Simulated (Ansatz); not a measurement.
Al (fcc, Cu type)

```yaml
crystal:
  lattice:
    - [3.99072, 0.00000, 0.00000]
    - [0.00000, 3.99072, 0.00000]
    - [0.00000, 0.00000, 3.99072]
  atoms:
    - { symbol: Al, position: [0.00000, 0.00000, 0.00000] }
    - { symbol: Al, position: [0.50000, 0.50000, 0.00000] }
    - { symbol: Al, position: [0.50000, 0.00000, 0.50000] }
    - { symbol: Al, position: [0.00000, 0.50000, 0.50000] }
```

In this cell atom 3 (Al, nearest neighbour Al at 2.822 Å; its periodic images, 4.0 Å or more away, move with it) is moved by s towards the nearest neighbour, unit vector (-0.707, -0.707, 0.000); all other atoms and the cell stay fixed.

Method: r2SCAN (plane waves to 500 eV, PAW, scalar-relativistic; Ansatz, an electronic-structure program). k mesh 9×9×9 (Γ-centred), Fermi-Dirac smearing 0.05 eV. Energies are smeared free energies. Compression counts positive. With partly filled bands, energies and forces of such displacements shift with the k mesh and the smearing. F∥ is the force on the atom along that direction. On this mesh the relaxed cell isn't quite at rest: it carries a pressure of 0.3 GPa (compression positive) at the zero of the scan. Al was relaxed with its symmetry unable to fall. The PAW data are Ansatz's earlier set. The zero of ΔE is the undisplaced structure.

```tsv
s (Å)	F∥ (eV/Å)	P (GPa)	ΔE (meV/cell)
-0.280	1.692	2.1	226
-0.224	1.309	1.4	(withheld)
-0.168	0.956	0.9	(withheld)
-0.112	0.625	0.6	(withheld)
-0.056	0.309	0.3	9
0.000	0.000	0.3	0
0.056	-0.309	0.3	9
0.112	-0.625	0.6	(withheld)
0.168	-0.956	0.9	(withheld)
0.224	-1.309	1.4	(withheld)
0.280	-1.692	2.1	226
```

Task: Fill in the missing entries.

Result: 
- -0.224, ΔE (meV/cell): 142
- -0.168, ΔE (meV/cell): 79
- -0.112, ΔE (meV/cell): 35
- 0.112, ΔE (meV/cell): 35
- 0.168, ΔE (meV/cell): 79
- 0.224, ΔE (meV/cell): 142

(For displaced atoms, the force is minus the slope of the energy, and its curvature is a force constant, which sets phonon frequencies.)
